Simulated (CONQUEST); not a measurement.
Band structure of SnO₂ (P4_2/mnm, 6 atoms in the cell; from Materials Project mp-856).

```
CELL_PARAMETERS angstrom
      4.76482     0.00000     0.00000
      0.00000     4.76482     0.00000
      0.00000     0.00000     3.20750
ATOMIC_POSITIONS crystal
  Sn 0.50000 0.50000 0.50000
  Sn 0.00000 0.00000 0.00000
  O  0.19403 0.80597 0.50000
  O  0.80597 0.19403 0.50000
  O  0.69403 0.69403 0.00000
  O  0.30597 0.30597 0.00000
```

Method: CONQUEST with PBE, numerical atomic orbitals double-zeta with polarisation (the shipped basis), PseudoDojo norm-conserving potentials made for PBE.

Settings: basis = DZP; Diag.MPMeshX, Y, Z = 7 7 10; potentials = PseudoDojo norm-conserving PBE; Grid.GridCutoff = 140 Ha; DM.SolutionMethod = diagon; Diag.kT = 0.000367 Ha; Diag.GammaCentred = true; minE.SCTolerance = 1.0e-07; SC.MaxIters = 100; SC.LinearMixingFactor = 0.5; AtomMove.TypeOfRun = static.

The program uses no crystal symmetry, so grid and mesh can part values that symmetry would make equal. The atom-centred basis is finite, which shifts total energies, pressures and forces against plane waves. The structure comes from a collection of computed structures, made at another level of theory; the collection holds predicted forms beside known ones.

Question: Predict the gap along the standard path and the places of the band edges.

Answer: The gap along the path is 0.80 eV, direct at Γ to within 0.01 eV.

Points are given in units of this cell's reciprocal vectors. Levels in eV from the top of the valence band on the path, bands 23 to 27:
| point | 23 | 24 | 25 | 26 | 27 |
|---|---|---|---|---|---|
| Γ (0 0 0) | -1.39 | -0.72 | -0.72 | 0.00 | 0.80 |
| X (0 0.5 0) | -1.31 | -1.31 | -0.61 | -0.61 | 4.04 |
| M (0.5 0.5 0) | -1.47 | -1.47 | -0.90 | -0.90 | 4.43 |
| Z (0 0 0.5) | -1.60 | -1.60 | -1.23 | -1.23 | 5.85 |
| R (0 0.5 0.5) | -1.01 | -1.01 | -0.84 | -0.84 | 6.04 |
| A (0.5 0.5 0.5) | -0.94 | -0.94 | -0.77 | -0.77 | 4.48 |

Higher empty bands are left out: an atom-centred basis made for the valence describes them poorly.
